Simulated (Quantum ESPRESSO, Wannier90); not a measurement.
**Tight-binding from DFT: ZnSe (zinc blende)**

```yaml
crystal:
  lattice:
    - [0.00000, 2.83244, 2.83244]
    - [2.83244, 0.00000, 2.83244]
    - [2.83244, 2.83244, 0.00000]
  atoms:
    - { symbol: Zn, position: [0.00000, 0.00000, 0.00000] }
    - { symbol: Se, position: [0.25000, 0.25000, 0.25000] }
```

Structure: Materials Project mp-1190, symmetrised, not relaxed again. COD (Crystallography Open Database) has the formula in 2 space groups, this one among them (matched by group alone). Level: PBEsol, no spin polarisation, no spin-orbit coupling; pw.x of Quantum ESPRESSO at 69 Ry with PseudoDojo potentials, 8×8×8 k-points, Wannier90. Density: 10×10×10 mesh, cold smearing 0.01 Ry. Spin-orbit coupling, left out, would split the p-like bands by a few tenths of an eV.

Functional, cutoff and mesh named above are those of the base row (8×8×8); the first column says what each row takes instead. Model: 4 functions from bands 10,16-18, start SCDM (isolated) (the valence bands). Energies are relative to the valence-band maximum; the misfit is to pw.x on a path, for all bands of the set. Only the mesh of Bloch states changes. Ω_total can sit in another minimum from row to row; Ω_I of an isolated set cannot.

| mesh | Ω_I (Å²) | Ω_total (Å²) | rms misfit (meV) | k-points (cost) | rough cost of nscf and overlaps (first row = 1) |
|---|---|---|---|---|---|
| 3×3×3 | 6.30 | 6.82 | 195 | 27 | 1.0 |
| 4×4×4 | 7.46 | 7.94 | 78 | 64 | 2.1 |
| 5×5×5 | 8.19 | 8.64 | 56 | 125 | 4 |
| 7×7×7 | 8.98 | 9.38 | 20 | 343 | 10 |
| 8×8×8 | 9.21 | 9.58 | 13 | 512 | 15 |
| 10×10×10 | 9.50 | 9.84 | 6.4 | 1000 | 29 |
